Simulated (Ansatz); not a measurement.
Computed with DFT PBE, scalar-relativistic, plane waves, PAW (Ansatz 0.2.0). All cells share a 420 eV cutoff and Γ-centred k meshes spaced at most about 0.3 Å⁻¹ (about 0.25 or finer for metals, 2π included). No spin polarisation in the final relaxations.

These are static total energies at zero pressure. All come from trial cells, and lower structures may exist.

Task: Which of these relaxed structures of YPtC2N2 is the lowest in energy?
1.

Space group Immm (No. 71). a = 3.604 Å, b = 5.852 Å, c = 9.388 Å, α = 90.00°, β = 90.00°, γ = 90.00°
| atom | site | symmetry | x | y | z |
| --- | --- | --- | --- | --- | --- |
| Y | 2d | mmm | 0.0000 | 0.5000 | 0.0000 |
| Pt | 2a | mmm | 0.0000 | 0.0000 | 0.0000 |
| C | 4i | mm2 | 0.5000 | 0.5000 | 0.2960 |
| N | 4i | mm2 | 0.5000 | 0.5000 | 0.1679 |

2.

Space group C2/m (No. 12). a = 6.891 Å, b = 9.306 Å, c = 6.854 Å, α = 90.00°, β = 115.86°, γ = 90.00°
| atom | site | symmetry | x | y | z |
| --- | --- | --- | --- | --- | --- |
| Y | 2c | 2/m | 0.0000 | 0.0000 | 0.5000 |
| Y | 2b | 2/m | 0.5000 | 0.0000 | 0.0000 |
| Pt | 4i | m | 0.3042 | 0.0000 | 0.3008 |
| C | 8j | 1 | 0.7221 | 0.7957 | 0.7331 |
| N | 8j | 1 | 0.2412 | 0.1675 | 0.7579 |

Result: 2. It has space group C2/m (No. 12); the next, 1, with space group Immm (No. 71), lies 13 meV/atom higher. The shortest distance is 1.20 Å (C–N) in the lowest and 1.20 Å (C–N) in the next.

For metals, differences of a few meV/atom aren't resolved. Spin–orbit coupling, which can matter for Pt, is left out. Cells relaxed within their symmetry can be saddle points. Some candidate types were left out of the draw beforehand, so a known form may be missing.
